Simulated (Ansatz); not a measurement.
SrTiO3:
```xyz
10
Lattice="-2.7590 2.7590 3.9135 2.7590 -2.7590 3.9135 2.7590 2.7590 -3.9135" Properties=species:S:1:pos:R:3 pbc="T T T"
Sr     0.0000     2.7590     1.9568
Sr     2.7590     0.0000     1.9568
Ti     0.0000     0.0000     0.0000
Ti     0.0000     0.0000     3.9135
O     -1.2870     1.4720     3.9135
O      4.0460     1.2870     0.0000
O      1.2870     1.4720     0.0000
O      1.4720     1.2870     3.9135
O      0.0000     0.0000     5.8703
O      0.0000     0.0000     1.9568
```

Relaxed with r²SCAN. Special points in fractions of this cell's reciprocal vectors: Γ (0.000, 0.000, 0.000); X (0.000, 0.000, 0.500); P (0.250, 0.250, 0.250); N (0.000, 0.500, 0.000); M (0.500, 0.500, -0.500); S (0.374, 0.626, -0.374); S0 (-0.374, 0.374, 0.374); R (-0.249, 0.249, 0.500); G (0.500, 0.500, -0.249).

Q: List the band energies nearest the valence-band maximum at these points for the program Ansatz at the r²SCAN level (PAW).

A: In eV from the valence-band maximum; about four levels below and three above (degenerate sets whole), none deeper than 8.9 eV; points with the same levels are listed once.

```csv
k,below,above
Γ,-0.33 -0.33 -0.33 -0.07 0.00 0.00,2.31 2.31 2.32
X,-1.49 -0.72 -0.72 -0.06,2.45 4.13 4.14
P,-1.30 -1.30 -0.61 -0.61,3.37 3.37 4.15 4.15
N,-0.82 -0.82 -0.61 -0.61,3.76 3.76 3.80 3.80
M,-1.53 -1.53 -0.69 -0.69 -0.07,2.47 4.09 4.09
S,-1.41 -1.20 -0.97 -0.28,3.00 3.89 3.95
R,-1.30 -1.29 -0.60 -0.59,3.36 3.40 4.14
```

Space group I4/mcm. The workflow started from a Materials Project entry (that database holds measured and hypothetical structures alike); the Crystallography Open Database files this formula in space group No. 140, but the cells were not matched. It is not the phase usual at ambient conditions (space group No. 221). Symmetry was held in the r²SCAN relaxation; whether a distortion lowers the energy is not shown. No spin polarisation was allowed. Spin–orbit coupling is left out wherever it is not named.

Potentials: the later of the program's two PAW sets.
